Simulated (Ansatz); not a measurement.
MgO:
```yaml
crystal:
  lattice:
    - [0.00000, 2.10748, 2.10748]
    - [2.10748, 0.00000, 2.10748]
    - [2.10748, 2.10748, 0.00000]
  atoms:
    - { symbol: Mg, position: [0.00000, 0.00000, 0.00000] }
    - { symbol: O, position: [0.50000, 0.50000, 0.50000] }
```

Relaxed with PBEsol.

Problem. Give the optical modes at the zone centre with their infrared activity from DFPT, PBEsol in the plane-wave PAW code Ansatz.

Solution. Transverse frequencies, without the LO–TO term; a row sums one degenerate level.

| ω (cm⁻¹) | degeneracy | IR ((D/Å)²/amu) | activity | symmetry |
|---|---|---|---|---|
| 387 | 3 | 28.14 | IR | T1u |

Problem. How high does the top mode go among those that the LO–TO term moves?

Solution. 692 cm⁻¹ for q along x.

Space group Fm-3m (rock salt). The PBEsol relaxation kept the symmetry of its start. The volume moved by -16 % from the start of the relaxation.

Potentials: the earlier of the program's two PAW sets. The files were generated under PBE; for other functionals the program regenerates the frozen cores, and for LDA and PBEsol the local potential too.
